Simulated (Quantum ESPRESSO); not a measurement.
## ZnAl3SAs3 (input and log of a self-consistent run)

Simulated, not a measurement. The program is pw.x of Quantum ESPRESSO 7.5 (plane-wave density functional theory). The cell is made up: 8 atoms on a zincblende/diamond lattice, with randomly drawn elements, strain and displacements, not relaxed. PseudoDojo standard norm-conserving files (v0.5 for PBE, v0.4.1 for LDA and PBEsol) set the functional; there is no spin polarisation, spin-orbit coupling or dispersion term, and the masses in the input are unused placeholders.

Input:

```
&control calculation='scf', pseudo_dir='./dojo.nc.sr.pbe.v0_5.standard.upf', outdir='./o', disk_io='medium', tprnfor=.true., tstress=.true. /
&system ibrav=0, nat=8, ntyp=4, nbnd=46, ecutwfc=84.00895049, nosym=.true., tot_charge=0,
 occupations='smearing', smearing='fd', degauss=0.0018374661
/
&electrons conv_thr=7.350e-09, electron_maxstep=60, /
ATOMIC_SPECIES
Al 1.0 Al.upf
As 1.0 As.upf
S 1.0 S.upf
Zn 1.0 Zn.upf
CELL_PARAMETERS angstrom
5.7694 0.0 0.0
0.0 5.7694 0.0
0.0 0.0 5.7694
ATOMIC_POSITIONS angstrom
Zn -0.0333 -0.0055 0.0086
Al -0.0244 2.8216 2.8013
Al 2.9661 0.0508 2.794
Al 2.9597 2.9005 0.1092
S 1.5255 1.4599 1.4423
As 1.4171 4.2964 4.3508
As 4.3517 1.4042 4.2912
As 4.3404 4.2951 1.4315
K_POINTS automatic
4 4 4 1 1 1
```

The log is shortened where brackets say so; the opening notice, blank lines, dates and the lines on written files are dropped, and the path of the files is cut. It prints rydbergs, bohrs and kilobars, and counts compression as positive stress. With no partly filled state, the Fermi energy that it prints is only some level between the filled and the empty states on the mesh, and need not lie in the true gap.

```
     Program PWSCF v.7.5
     Parallel version (MPI & OpenMP), running on       1 processor cores
     Number of MPI processes:                 1
     Threads/MPI process:                     1
     [start-up lines left out]
     bravais-lattice index     =            0
     lattice parameter (alat)  =      10.9026  a.u.
     unit-cell volume          =    1295.9509 (a.u.)^3
     number of atoms/cell      =            8
     number of atomic types    =            4
     number of electrons       =        80.00
     number of Kohn-Sham states=           46
     kinetic-energy cutoff     =      84.0090  Ry
     charge density cutoff     =     336.0358  Ry
     scf convergence threshold =      7.3E-09
     mixing beta               =       0.7000
     number of iterations used =            8  plain     mixing
     Exchange-correlation= PBE
                           (   1   4   3   4   0   0   0)
     [axes and pseudopotential details left out]
   Cartesian axes
     site n.     atom                  positions (alat units)
         1        Zn     tau(   1) = (  -0.0057718  -0.0009533   0.0014906  )
         2        Al     tau(   2) = (  -0.0042292   0.4890630   0.4855444  )
         3        Al     tau(   3) = (   0.5141089   0.0088051   0.4842791  )
         4        Al     tau(   4) = (   0.5129996   0.5027386   0.0189274  )
         5        S      tau(   5) = (   0.2644122   0.2530419   0.2499913  )
         6        As     tau(   6) = (   0.2456235   0.7446875   0.7541165  )
         7        As     tau(   7) = (   0.7542725   0.2433875   0.7437862  )
         8        As     tau(   8) = (   0.7523139   0.7444622   0.2481194  )
     number of k points=    32  Fermi-Dirac smearing, width (Ry)=  0.0018
                       cart. coord. in units 2pi/alat
        k(    1) = (   0.1250000   0.1250000   0.1250000), wk =   0.0625000
        k(    2) = (   0.1250000   0.1250000   0.3750000), wk =   0.0625000
     [further k points left out]
     Dense  grid:   134683 G-vectors     FFT dimensions: (  64,  64,  64)
     Estimated max dynamical RAM per process >     188.87 MB
     Initial potential from superposition of free atoms
     starting charge      79.9918, renormalised to      80.0000
     Starting wfcs are   53 randomized atomic wfcs
     total cpu time spent up to now is       20.8 secs
     per-process dynamical memory:   102.5 Mb
     Self-consistent Calculation
     iteration #  1     ecut=    84.01 Ry     beta= 0.70
     Davidson diagonalization with overlap
     ethr =  1.00E-02,  avg # of iterations =  4.0
     Threshold (ethr) on eigenvalues was too large:
     Diagonalizing with lowered threshold
     Davidson diagonalization with overlap
     ethr =  4.35E-04,  avg # of iterations =  2.1
     total cpu time spent up to now is      102.1 secs
     total energy              =   -1090.57508505 Ry
     estimated scf accuracy    <       0.34675500 Ry
     iteration #  2     ecut=    84.01 Ry     beta= 0.70
     Davidson diagonalization with overlap
     ethr =  4.33E-04,  avg # of iterations =  4.9
     total cpu time spent up to now is      146.9 secs
     total energy              =   -1090.64596406 Ry
     estimated scf accuracy    <       0.12988109 Ry
     iteration #  3     ecut=    84.01 Ry     beta= 0.70
     Davidson diagonalization with overlap
     ethr =  1.62E-04,  avg # of iterations =  2.6
     total cpu time spent up to now is      184.6 secs
     total energy              =   -1090.67664550 Ry
     estimated scf accuracy    <       0.00998679 Ry
     iteration #  4     ecut=    84.01 Ry     beta= 0.70
     Davidson diagonalization with overlap
     ethr =  1.25E-05,  avg # of iterations =  8.2
     total cpu time spent up to now is      234.4 secs
     total energy              =   -1090.67928762 Ry
     estimated scf accuracy    <       0.00189073 Ry
     iteration #  5     ecut=    84.01 Ry     beta= 0.70
     Davidson diagonalization with overlap
     ethr =  2.36E-06,  avg # of iterations =  2.9
     total cpu time spent up to now is      271.0 secs
     total energy              =   -1090.67960222 Ry
     estimated scf accuracy    <       0.00010580 Ry
     iteration #  6     ecut=    84.01 Ry     beta= 0.70
     Davidson diagonalization with overlap
     ethr =  1.32E-07,  avg # of iterations =  3.1
     total cpu time spent up to now is      311.5 secs
     total energy              =   -1090.67962903 Ry
     estimated scf accuracy    <       0.00000982 Ry
     iteration #  7     ecut=    84.01 Ry     beta= 0.70
     Davidson diagonalization with overlap
     ethr =  1.23E-08,  avg # of iterations =  3.7
     total cpu time spent up to now is      358.2 secs
     total energy              =   -1090.67963214 Ry
     estimated scf accuracy    <       0.00000240 Ry
     iteration #  8     ecut=    84.01 Ry     beta= 0.70
     Davidson diagonalization with overlap
     ethr =  3.01E-09,  avg # of iterations =  2.0
     total cpu time spent up to now is      400.8 secs
     total energy              =   -1090.67963237 Ry
     estimated scf accuracy    <       0.00000032 Ry
     iteration #  9     ecut=    84.01 Ry     beta= 0.70
     Davidson diagonalization with overlap
     ethr =  4.01E-10,  avg # of iterations =  2.8
     total cpu time spent up to now is      436.4 secs
     total energy              =   -1090.67963246 Ry
     estimated scf accuracy    <          9.0E-09 Ry
     iteration # 10     ecut=    84.01 Ry     beta= 0.70
     Davidson diagonalization with overlap
     ethr =  1.13E-11,  avg # of iterations =  5.0
     total cpu time spent up to now is      482.5 secs
     total energy              =   -1090.67963246 Ry
     estimated scf accuracy    <          9.7E-09 Ry
     iteration # 11     ecut=    84.01 Ry     beta= 0.70
     Davidson diagonalization with overlap
     ethr =  1.13E-11,  avg # of iterations =  2.0
     total cpu time spent up to now is      512.2 secs
     End of self-consistent calculation
          k = 0.1250 0.1250 0.1250 ( 16828 PWs)   bands (ev):
  -119.4052 -73.5741 -73.5545 -73.5488 -28.7106 -28.7016 -28.6699 -28.6567
   -28.6502 -28.5117 -28.5054 -28.4820 -28.4648 -28.4610 -28.2197 -28.2182
   -28.1966 -28.1878 -28.1844  -7.4081  -4.9779  -4.0408  -3.5232  -0.4544
    -0.4386  -0.4201  -0.3372  -0.3213   0.4551   0.5547   1.1824   2.7656
     2.8847   2.9640   3.7034   3.8656   4.1938   4.4904   5.8422   6.0439
     7.1691   7.8153   8.2183   8.6752   8.8985   9.0126
     [levels at the other k points left out]
     the Fermi energy is     6.5999 ev
!    total energy              =   -1090.67963246 Ry
     estimated scf accuracy    <          8.4E-10 Ry
     smearing contrib. (-TS)   =      -0.00000000 Ry
     internal energy E=F+TS    =   -1090.67963246 Ry
     The total energy is F=E-TS. E is the sum of the following terms:
     one-electron contribution =    -883.22240996 Ry
     hartree contribution      =     465.98909116 Ry
     xc contribution           =    -200.04183834 Ry
     ewald contribution        =    -473.40447533 Ry
     convergence has been achieved in  11 iterations
     Forces acting on atoms (cartesian axes, Ry/au):
     atom    1 type  4   force =     0.00695869   -0.01375161   -0.02075052
     atom    2 type  1   force =     0.02152996    0.01441299    0.03759695
     atom    3 type  1   force =    -0.02951577   -0.02814463    0.03815594
     atom    4 type  1   force =    -0.02821323   -0.00893690   -0.06015916
     atom    5 type  3   force =    -0.00347533    0.00032895    0.00074706
     atom    6 type  2   force =     0.01676616    0.00233038   -0.01522833
     atom    7 type  2   force =    -0.00216765    0.01423325    0.01204073
     atom    8 type  2   force =     0.01811715    0.01952757    0.00759733
     Total force =     0.109626     Total SCF correction =     0.000116
     Computing stress (Cartesian axis) and pressure
          total   stress  (Ry/bohr**3)                   (kbar)     P=      -30.48
  -0.00019051   0.00002746   0.00005027          -28.02        4.04        7.40
   0.00002746  -0.00019767   0.00002955            4.04      -29.08        4.35
   0.00005027   0.00002955  -0.00023341            7.40        4.35      -34.34
     init_run     :     18.79s CPU     20.65s WALL (       1 calls)
     electrons    :    469.27s CPU    491.39s WALL (       1 calls)
     forces       :      4.79s CPU      4.84s WALL (       1 calls)
     stress       :     17.66s CPU     18.09s WALL (       1 calls)
     [timing details left out]
     PWSCF        :   8m30.73s CPU   8m55.37s WALL
     JOB DONE.
```

In other units: free energy -14839.452 eV for the cell, pressure -3.05 GPa, largest force component 1.547 eV/Å. A rerun of this cell at 1437 eV and a 6 x 6 x 6 mesh moved values by no more than 0.007 eV in energy, 0.02 GPa in stress and 0.003 eV/Å in force.